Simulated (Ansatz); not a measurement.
TiB2:
Space group P6/mmm (No. 191); a = b = 3.0247 Å, c = 3.2243 Å, α = β = 90.00°, γ = 120.00°

```tsv
atom	site	symmetry	x	y	z
Ti	1a	6/mmm	0.0000	0.0000	0.0000
B	2d	-6m2	0.3333	0.6667	0.5000
```

Relaxed at zero pressure with plane-wave PAW r²SCAN (Ansatz code).

Q: The volume is lowered by 9 % and shape and atoms relax at that volume. What pressure results, and how do the axes share the change?

A: 29.2 GPa; a -2.7 %, b -2.7 %, c -3.9 %; the energy rises by 65 meV/atom.

Q: Give the new structure.

A: 
Space group P6/mmm (No. 191); a = b = 2.9429 Å, c = 3.0996 Å, α = β = 90.00°, γ = 120.00°

```csv
atom,site,symmetry,x,y,z
Ti,1a,6/mmm,0.0000,0.0000,0.0000
B,2d,-6m2,0.3333,0.6667,0.5000
```

The phase is kept; no other phase was compared at this pressure.

The r²SCAN relaxation kept the symmetry of its start. The run is not spin-polarised.

Potentials: the earlier of the program's two PAW sets. The files were generated under PBE; for other functionals the program regenerates the frozen cores, and for LDA and PBEsol the local potential too.
